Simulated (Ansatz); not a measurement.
Calculation for Yb: DFT, LDA, all-electron LAPW, scalar-relativistic (Ansatz 0.2.0).

The cell comes from a relaxation on PAW files under the same functional, begun from a database entry that needn't be the ground state.

Command: `ansatz run input.yaml --threads 4 --pin off --max-ram 10240MiB --backend cpu --events-out ev --progress --plain --runs-dir out` It took 7.7 s on 4 threads of Arm Neoverse V2, on a shared host, peak memory 0.4 GiB.

```yaml
crystal:
  lattice:
    - [0.0, 2.4572040632, 2.4572040632]
    - [2.4572040632, 0.0, 2.4572040632]
    - [2.4572040632, 2.4572040632, 0.0]
  atoms:
    - { symbol: Yb, position: [0.0, 0.0, 0.0] }
kpoints:
  mp_grid: { grid: [16, 16, 16] }
scf:
  occupations: { method: fermi_dirac, width: 0.05 }
hamiltonian:
  xc: lda
  pseudopotentials: { kind: all_electron, lapw: { basis_error: 0.0005 } }
output:
  forces: true
  stress: true
  eigenvalues: true
```

Output:

```
LAPW: plane waves up to 7.784 Å⁻¹, error target 5.0e-4 eV per atom; small_component_spin mean_spin; Yb in spheres of 1.738 Å, 34 of its electrons in bands, Dirac shells [] (how accurate: hamiltonian.pseudopotentials.lapw.basis_error, Limitations)
Engine: ansatz 0.2.0
Pseudopotentials: kind: all_electron
Pseudopotential: Yb, LAPW, valence charge 34, lapw/all_electron/scalar/gaussian/Yb, Koelling and Harmon's equation, gaussian nucleus
Functional definition: SPW92
  exchange = slater_x
  correlation = pw_c
Crystal: 1 atoms, lattice volume = 29.672 Å³
Basis set: ecut = 230.85193024254627 eV, 259 PW (Γ), exchange–correlation at level 2
Bands: 21, of which v1, the nominal top of the filled ones, is band 17 counted from 1 (16 counted from 0)
Symmetry: 48 space group operations
Space group: Fm-3m (ITA 225), of the structure as read, at distance tolerance 3.1e-5 Å
k-points: 145 of 4096
Non-local potential: Yb, projectors of the file, none
Initial density: superposition of atomic densities (chi_scale 0.1, normalization cell)
Initial wavefunctions: plane waves of lowest kinetic energy (no species holds an atomic orbital)
Functional: x = slater, c = lda
iter 1 solved again at ethr=2.00e-3 eV; its pass at ethr=1.00e-1 eV (dr2=6.81e-1 eV) is discarded
SCF iter   1: F=—  HF=-382312.180610 eV  |F-HF|=—  |Δ(HF+E_count)|=         —  Δρ=5.25e-2  dr2=6.82e-1  ethr=2.00e-3  ⟨swp⟩=2.0  Hψ=19002  notcnv=0
preconditioner: auto → Kerker (q_TF=auto, 2.791 Å⁻¹)  [metal: Δε(μ)=0.002 eV  Ē_g=9.189 eV  σ=0.050 eV  W_gap=0.01  n_scr=14 (ndim 8)  ℏωp=32.0 eV  f_vac=0.000  D(μ)=22.09/eV (n_scr^D=748)]
SCF iter   2: F=—  HF=-382369.004273 eV  |F-HF|=—  |Δ(HF+E_count)|=    5.68e1  Δρ=3.18e-2  dr2=2.06e-1  ethr=2.00e-3  ⟨swp⟩=3.0  Hψ=9936  notcnv=0
SCF iter   3: F=—  HF=-382329.798984 eV  |F-HF|=—  |Δ(HF+E_count)|=    3.92e1  Δρ=2.16e-2  dr2=8.82e-2  ethr=6.05e-4  ⟨swp⟩=3.0  Hψ=10157  notcnv=0
SCF iter   4: F=—  HF=-382309.932072 eV  |F-HF|=—  |Δ(HF+E_count)|=    1.99e1  Δρ=1.03e-2  dr2=1.76e-2  ethr=2.59e-4  ⟨swp⟩=3.1  Hψ=11347  notcnv=0
SCF iter   5: F=—  HF=-382309.704846 eV  |F-HF|=—  |Δ(HF+E_count)|=   2.27e-1  Δρ=8.73e-3  dr2=1.32e-2  ethr=5.17e-5  ⟨swp⟩=2.0  Hψ=9245  notcnv=0  defer=1
SCF iter   6: F=—  HF=-382309.495093 eV  |F-HF|=—  |Δ(HF+E_count)|=   2.10e-1  Δρ=2.03e-2  dr2=1.07e-1  ethr=3.89e-5  ⟨swp⟩=3.0  Hψ=11165  notcnv=0  recentre
SCF iter   7: F=—  HF=-382309.074055 eV  |F-HF|=—  |Δ(HF+E_count)|=   4.21e-1  Δρ=7.34e-3  dr2=1.65e-2  ethr=3.89e-5  ⟨swp⟩=2.0  Hψ=8743  notcnv=0
SCF iter   8: F=—  HF=-382309.023242 eV  |F-HF|=—  |Δ(HF+E_count)|=   5.08e-2  Δρ=3.90e-3  dr2=4.57e-3  ethr=3.89e-5  ⟨swp⟩=2.0  Hψ=8702  notcnv=0
SCF iter   9: F=—  HF=-382309.020282 eV  |F-HF|=—  |Δ(HF+E_count)|=   2.96e-3  Δρ=3.49e-3  dr2=3.10e-3  ethr=1.34e-5  ⟨swp⟩=2.0  Hψ=8775  notcnv=0
iter 10 solved again at ethr=5.82e-7 eV; its pass at ethr=9.11e-6 eV (dr2=1.98e-4 eV) is discarded
SCF iter  10: F=—  HF=-382309.003903 eV  |F-HF|=—  |Δ(HF+E_count)|=   1.64e-2  Δρ=9.46e-4  dr2=1.98e-4  ethr=5.82e-7  ⟨swp⟩=2.0  Hψ=15696  notcnv=0
SCF iter  11: F=—  HF=-382309.001442 eV  |F-HF|=—  |Δ(HF+E_count)|=   2.46e-3  Δρ=9.66e-5  dr2=1.52e-6  ethr=5.81e-7  ⟨swp⟩=2.0  Hψ=9407  notcnv=0
SCF iter  12: F=—  HF=-382309.001436 eV  |F-HF|=—  |Δ(HF+E_count)|=   6.94e-6  Δρ=7.51e-5  dr2=1.86e-6  ethr=4.48e-9  ⟨swp⟩=3.0  Hψ=9734  notcnv=0
SCF iter  13: F=—  HF=-382309.001428 eV  |F-HF|=—  |Δ(HF+E_count)|=   7.77e-6  Δρ=3.61e-5  dr2=4.61e-7  ethr=4.48e-9  ⟨swp⟩=2.0  Hψ=9409  notcnv=0
SCF iter  14: F=—  HF=-382309.001426 eV  |F-HF|=—  |Δ(HF+E_count)|=   1.98e-6  Δρ=1.15e-5  dr2=4.72e-8  ethr=1.36e-9  ⟨swp⟩=2.0  Hψ=9409  notcnv=0
SCF iter  15: F=—  HF=-382309.001426 eV  |F-HF|=—  |Δ(HF+E_count)|=   1.37e-7  Δρ=4.43e-6  dr2=6.61e-9  ethr=1.39e-10  ⟨swp⟩=2.0  Hψ=9409  notcnv=0
SCF iter  16: F=-382309.001426 eV  HF=-382309.001426 eV  |F-HF|=5.24e-10  |Δ(HF+E_count)|=   2.67e-8  Δρ=6.39e-7  dr2=1.38e-10  ethr=1.95e-11  ⟨swp⟩=2.0  Hψ=9409  notcnv=0
SCF 1 converged in 16 iterations: F = -382309.001426 eV  dr2 = 1.38e-10
SCF converged after 16 iterations
Free energy (F): -382309.001426 eV
Harris-Foulkes:  -382309.001426 eV  (|F-HF|=5.24e-10)
Internal energy: -382308.989459 eV  (E = F + TS)
E sigma→0 (E₀):  -382308.995442 eV
Entropy (-TS):   -0.011967 eV (-11.967 meV/atom)
Fermi energy:    14.321263 eV
--- Per-component energies (eV) ---
  E_band       = -1517.934275
  E_kinetic    = 422640.612546
  E_xc         = -7766.873562
  E_electrostatic = -797182.728442  (all electrons and nuclei)
  E_smearing   = -0.011967  (= −TS)
  E_closure    = 0.000000  (closes the sum)
  E_atoms      = -382306.777523  (free atoms, spherical and without spin; not in F)
  Σ components = -382309.001426   (vs F -382309.001426, Δ=0.00e0)
  Basis errors (estimates in eV, not in F): energy 4.3e-5 per atom: plane waves 1.4e-5 (7.3e-6 summed), levels above the bands 4.1e-48, relativity 2.6e-9, radial functions 2.8e-5, core shells 2.8e-8; eigenvalues (radial functions only) 3.0e-7; not estimated: angular momenta, meshes, grids; target (lapw.basis_error) 5.0e-4; muffin-tin radii Yb 1.738 Å
--- Forces (eV/Å), atoms counted from 1 ---
  atom   1  Yb    -0.00000000     0.00000000    -0.00000000
  max |Σ_I F_I| component: 1.12e-30 eV/Å
--- Stress (GPa, compression-positive) ---
        0.007293       0.000000       0.000000
        0.000000       0.007293       0.000000
        0.000000       0.000000       0.007293
  P = ⅓ Tr σ = 0.0073 GPa (0.073 kbar)
--- Band table (eV; the first three rows and the last of 145) ---
  k-point 0: bands = ["-160.6276", "-160.6276", "-160.6276", "-160.6093", "-160.6093", "-37.1385", "-9.1972", "-9.1972", "-9.1972", "8.7883", "13.7146", "13.8536", "13.8536", "13.8536", "14.0056", "14.0056", "14.0056", "17.3102", "17.3102", "17.3102", "19.8817"]
  k-point 1: bands = ["-160.6276", "-160.6276", "-160.6276", "-160.6093", "-160.6093", "-37.1369", "-9.2235", "-9.2005", "-9.2005", "8.9012", "13.7152", "13.8512", "13.8566", "13.8566", "13.9976", "13.9976", "14.0057", "17.1740", "17.3705", "17.3705", "19.8083"]
  k-point 2: bands = ["-160.6276", "-160.6276", "-160.6276", "-160.6093", "-160.6093", "-37.1325", "-9.2975", "-9.2098", "-9.2098", "9.2298", "13.7178", "13.8442", "13.8654", "13.8654", "13.9767", "13.9767", "14.0063", "16.8264", "17.5183", "17.5183", "19.6544"]
  k-point 144: bands = ["-160.6276", "-160.6276", "-160.6276", "-160.6093", "-160.6093", "-37.0843", "-9.6182", "-9.6182", "-9.4372", "13.7160", "13.8026", "13.8573", "13.8573", "13.8949", "13.8949", "13.9350", "14.2775", "15.3153", "15.3153", "17.7500", "22.4173"]
```

Spin–orbit coupling is left out, which matters for the heavy atoms.
